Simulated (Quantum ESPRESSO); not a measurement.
# Zr2Y2Li2HfTa: one composition in several site orders

A calculation, not a measurement. The program is pw.x of Quantum ESPRESSO 7.5 (plane-wave density functional theory). The cell is made up: eight metal atoms on a face-centred cubic lattice, with elements, volume, strain and displacements drawn at random and not relaxed, so it may be unstable or far from any real phase. PseudoDojo standard norm-conserving files set the functional (PBE unless stated); there is no spin polarisation or spin-orbit coupling, the Fermi-Dirac width of 0.25 eV means electrons at about 2900 K, and the masses in the input are unused placeholders. Heavy elements are run without spin-orbit coupling, which real alloys of them have. A spin test at this wide smearing found no moment, but such smearing suppresses magnetism that the real alloy may have.

The runs put one composition on the sites in different orders. Cell, positions, cutoff, mesh and smearing stay as in the input of run 1; sites are counted in its order. Stress in the tables is positive in tension.

Input of run 1:

```
&control calculation='scf', pseudo_dir='./dojo.nc.sr.pbe.v0_5.standard.upf', outdir='./o', disk_io='minimal', tprnfor=.true., tstress=.true. /
&system ibrav=0, nat=8, ntyp=5, nbnd=55, ecutwfc=74.01313486, nosym=.true., tot_charge=0,
 occupations='smearing', smearing='fd', degauss=0.0183746611
/
&electrons conv_thr=1.470e-08, electron_maxstep=70, mixing_beta=0.5 /
ATOMIC_SPECIES
Hf 1.0 Hf.upf
Li 1.0 Li.upf
Ta 1.0 Ta.upf
Y 1.0 Y.upf
Zr 1.0 Zr.upf
CELL_PARAMETERS angstrom
0.0052 2.3046 2.2218
-4.4838 4.5147 -4.3596
-4.3775 -4.4719 4.296
ATOMIC_POSITIONS angstrom
Zr -0.0043 -0.0582 0.0588
Y -4.476 -2.2109 2.1934
Li -4.5053 0.1314 -0.0162
Li -4.5012 2.3587 -2.2109
Y -2.2863 0.2002 2.0888
Zr -2.1883 2.2741 0.1658
Hf -6.696 -0.0453 2.2114
Ta -6.6859 2.3095 -0.0462
K_POINTS automatic
7 3 3 1 1 1
```

```
run  elements on sites 1 to 8  free energy less that of run 1 (eV)  -TS (eV)  pressure (GPa)  stress xx (GPa)  stress yy (GPa)  stress zz (GPa)  stress yz (GPa)  stress xz (GPa)  stress xy (GPa)  iterations
  1     Zr Y Li Li Y Zr Hf Ta                                0.000    -1.872            3.63            -4.87            -2.87            -3.16             1.65             0.83            -1.03          17
  2     Y Li Y Li Zr Ta Hf Zr                                0.039    -1.849            3.76            -6.68            -1.85            -2.75            -0.26             0.09             0.15          18
  3     Hf Zr Y Ta Li Zr Y Li                               -0.202    -1.855            3.78            -5.13            -2.81            -3.41             1.60             0.85            -0.88          16
  4     Li Y Li Y Zr Ta Zr Hf                                0.004    -1.892            2.69            -4.93            -1.31            -1.84            -0.12             0.88            -0.71          17
  5     Li Ta Y Hf Y Zr Zr Li                               -0.334    -1.903            3.71            -3.38            -3.54            -4.21             3.05             0.47            -0.34          19
  6     Ta Zr Y Li Y Hf Li Zr                               -0.385    -1.865            4.11            -3.95            -4.07            -4.30             3.14             0.35            -0.07          16
```

Forces Fx Fy Fz (eV/Å):

```
site             run 1              run 2             run 3             run 4              run 5              run 6
   1   1.61 0.59 -0.63    0.16 0.45 -0.36  -0.57 0.29 -0.19  -0.03 0.33 -0.30    0.51 0.36 -0.34    0.57 1.12 -1.12
   2   0.54 -0.33 0.19  -0.04 -0.05 -0.02   0.81 -0.66 0.53   0.07 -0.29 0.07   -0.58 0.05 -0.17   -0.17 -0.74 0.65
   3  -0.54 0.13 -0.27   0.01 -0.08 -0.29   0.07 0.30 -0.39  0.07 -0.05 -0.09  -1.11 -0.06 -0.09  -1.21 -0.01 -0.04
   4  -0.10 -0.42 0.34    0.06 -0.32 0.24  -0.20 -0.35 0.25   0.01 -0.67 0.49    0.51 -0.39 0.35   0.39 -0.01 -0.06
   5  -0.18 -0.87 0.85   -0.16 -0.83 0.85   0.39 -0.57 0.53  0.00 -0.11 -0.09    0.45 -1.32 1.22    0.87 -1.32 1.30
   6  -0.63 0.53 -0.56   -0.12 0.62 -0.81  -0.01 0.56 -0.79  -0.33 0.37 -0.29    0.63 1.38 -1.45    1.21 0.87 -0.94
   7  -0.53 0.91 -0.73    0.27 -0.21 0.66   -0.35 0.07 0.23   0.37 0.46 -0.31    0.21 -0.22 0.49    -0.43 0.12 0.03
   8  -0.17 -0.54 0.80   -0.18 0.43 -0.27  -0.13 0.37 -0.19  -0.16 -0.03 0.50   -0.62 0.20 -0.02   -1.24 -0.03 0.17
```

The sites are displaced and not relaxed, so the energy differences mix bonding between neighbours with strain and are not ordering energies. A rerun of one cell of this series at a higher cutoff and on a denser mesh moved values by no more than 0.004 eV in energy, 0.02 GPa in stress and 0.006 eV/Å in force, and a second program with other atomic files agreed on that cell to 2 % rms in force and 0.5 GPa in pressure.